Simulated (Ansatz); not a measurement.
ZnInGaO$_{4}$:
Space group R3m, hexagonal axes (No. 160); a = b = 3.3151 Å, c = 25.7524 Å, α = β = 90.00°, γ = 120.00°

| atom | site | symmetry | x | y | z |
|---|---|---|---|---|---|
| Zn | 3a | 3m | 0.0000 | 0.0000 | 0.7813 |
| In | 3a | 3m | 0.0000 | 0.0000 | 0.9971 |
| Ga | 3a | 3m | 0.0000 | 0.0000 | 0.2129 |
| O | 3a | 3m | 0.0000 | 0.0000 | 0.7049 |
| O | 3a | 3m | 0.0000 | 0.0000 | 0.2888 |
| O | 3a | 3m | 0.0000 | 0.0000 | 0.8788 |
| O | 3a | 3m | 0.0000 | 0.0000 | 0.1363 |
(The calculation used a cell of 7 atoms; values per cell refer to that cell.)

Relaxed with PBEsol.

Question: Decompose the optical modes at the zone centre into irreducible representations, and say which are infrared and Raman allowed.

Answer: Point group 3m: Γ_opt = 6A1 + 6E. Infrared: A1, E. Raman: A1, E.

Question: Assign frequencies (DFPT, the program Ansatz at the PBEsol level (PAW); without the LO–TO term).

Answer: E 87, E 132, A1 185, A1 218, A1 322, E 341, E 362, E 413, A1 483, E 546, A1 574, A1 625 cm⁻¹.

The PBEsol relaxation kept the symmetry of its start.

Potentials: the earlier of the program's two PAW sets. The files were generated under PBE; for other functionals the program regenerates the frozen cores, and for LDA and PBEsol the local potential too.
